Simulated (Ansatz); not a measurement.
In₂BAs₃, ordered on the zincblende lattice (P3m1) with 6 atoms a cell, relaxed with r2SCAN. The symmetry is P3m1 (No. 156, trigonal); a = 4.031 Å, c = 10.054 Å in the conventional setting, 23.57 Å³ an atom. B is surrounded by 4 As at 2.05–2.41 Å; In is surrounded by 4 As at 2.57–2.63 Å; In is surrounded by 4 As at 2.56–2.59 Å; As is surrounded by 3 B at 2.41 Å and 1 In at 2.63 Å; As is surrounded by 4 In at 2.57–2.59 Å; As is surrounded by 1 B at 2.05 Å and 3 In at 2.56 Å.

```cif
data_structure
_symmetry_space_group_name_H-M 'P 1'
_symmetry_Int_Tables_number 1
_cell_length_a 4.0306
_cell_length_b 4.0306
_cell_length_c 10.0536
_cell_angle_alpha 90.000
_cell_angle_beta 90.000
_cell_angle_gamma 120.000
_cell_volume 141.44
loop_
_atom_site_label
_atom_site_type_symbol
_atom_site_fract_x
_atom_site_fract_y
_atom_site_fract_z
_atom_site_occupancy
B1 B 0.00000 0.00000 0.00839 1
In1 In 0.66667 0.33333 0.68560 1
In2 In 0.33333 0.66667 0.31933 1
As1 As 0.66667 0.33333 0.94692 1
As2 As 0.33333 0.66667 0.57737 1
As3 As 0.00000 0.00000 0.21238 1
```

The questions ask for values computed with the plane-wave code Ansatz on this geometry. These are computed values for a non-magnetic cell that may be hypothetical; none is a measurement.

Task: What gap does PBE give, and where are the band edges?

Result: PBE gives no gap: the lowest nominally empty band dips 0.27 eV below the top of the last filled one (its bottom at A, the top at Γ), so the cell is a metal or semimetal at this level.

Task: How does the gap change from PBE to PBE+SOC (12×12×4)?

Result: PBE+SOC gives no gap: the lowest nominally empty band dips 0.08 eV below the top of the last filled one (its bottom at A, the top at k = (0, 0.083, 1/4)), so the cell is a metal or semimetal at this level.

Task: Estimate the gap with r2SCAN on 12×12×4.

Result: r2SCAN gives no gap: the lowest nominally empty band dips 0.28 eV below the top of the last filled one (its bottom at A, the top at Γ), so the cell is a metal or semimetal at this level.

Only the levels marked +SOC include spin-orbit coupling.

Coordinates of k points refer to the reciprocal vectors of the primitive cell of the runs.
